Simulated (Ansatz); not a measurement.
GePd in space group P6/mmm (No. 191; Pd on 3f, Ge on 1a, Ge on 2d) under volume change, LDA in the plane-wave PAW code Ansatz, shape and atoms relaxed at each volume.

```json
[
 {"V (Å³/atom)": "15.431", "E − E(relaxed) (meV/atom)": "72.5", "P (GPa)": "16.76"},
 {"V (Å³/atom)": "15.940", "E − E(relaxed) (meV/atom)": "30.2", "P (GPa)": "10.12"},
 {"V (Å³/atom)": "16.449", "E − E(relaxed) (meV/atom)": "7.1", "P (GPa)": "4.59"},
 {"V (Å³/atom)": "16.957", "E − E(relaxed) (meV/atom)": "0.0", "P (GPa)": "0.00"},
 {"V (Å³/atom)": "17.466", "E − E(relaxed) (meV/atom)": "6.3", "P (GPa)": "-3.85"},
 {"V (Å³/atom)": "17.975", "E − E(relaxed) (meV/atom)": "23.9", "P (GPa)": "-7.10"},
 {"V (Å³/atom)": "18.483", "E − E(relaxed) (meV/atom)": "50.8", "P (GPa)": "-9.78"}
]
```

Q: What does a third-order Birch–Murnaghan fit give for V₀, B₀ and B′?

A: V₀ = 16.96 Å³/atom, B₀ = 141 GPa, B′ = 5.0.

A made-up cell: these elements were put on the sites of a structure type; neither database checked (COD, Materials Project) lists it. COD files the formula under space group No. 62, so this cell is another polymorph or a model. Its standing as an ambient phase is unchecked. The cell was relaxed with LDA under the symmetry of its start. At this level the phase is dynamically unstable (imaginary phonons). The run is not spin-polarised.

Potentials: the later of the program's two PAW sets.
